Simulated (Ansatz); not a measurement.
The elements of this relaxed trial crystal are hidden behind letters.

```
lattice vectors (Å)
   3.8391    0.0000    0.0000
  -1.9195    3.3247    0.0000
   0.0000    0.0000    9.7369
fractional positions
X 0.0000 0.0000 0.0000
X 0.6667 0.3333 0.9917
X 0.3333 0.6667 0.0083
X 0.6667 0.3333 0.4194
X 0.3333 0.6667 0.5806
Z 0.3333 0.6667 0.3185
Z 0.6667 0.3333 0.6815
```

Computed with DFT PBE, scalar-relativistic, plane waves, PAW in Ansatz 0.2.0. Cutoff 420 eV, Γ-centred 12×12×4 mesh (7-atom cell), Gaussian smearing of 0.10 eV, no spin polarisation.

* Space group: P-3m1 (No. 164)
* Conventional cell: a = 3.839 Å, c = 9.737 Å
* Volume per atom: 17.75 Å³
* Density: 4.01 g/cm³
* Energy over the elements: +0.19 eV/atom
* Gap on the 12×12×4 mesh of the 7-atom cell: 0 eV (a metal)

Energies are uncorrected and count from the elements' standard states at the same level.

Task: X is an s-block element of period 2 and Z is a p-block element of period 5. Which elements are they?

Result: X = Be, Z = Te, so the formula is Be5Te2. Density times volume gives a mean mass of 4.01 × 17.75/1.6605 = 42.9 u per atom, and this set has 42.9 u. Among the elements that the hints allow, noble gases aside, only these give it. Around Be on a site of symmetry -3m lie 6 Be at 2.22 Å; Be on a site of symmetry 3m has 6 Be at 2.22 Å and 1 Te at 3.02 Å; around Te lie 4 Be at 2.42–2.55 Å and 1 Be at 3.02 Å; 1 more site not described.

These runs have no spin–orbit coupling, which can matter for Te. A later test with randomly moved atoms came back to the same energy, though modes that don't fit the test's cell weren't probed. Another cell of the same search, in R3, lies 129 meV/atom lower, so this cell isn't the stable form at this level.
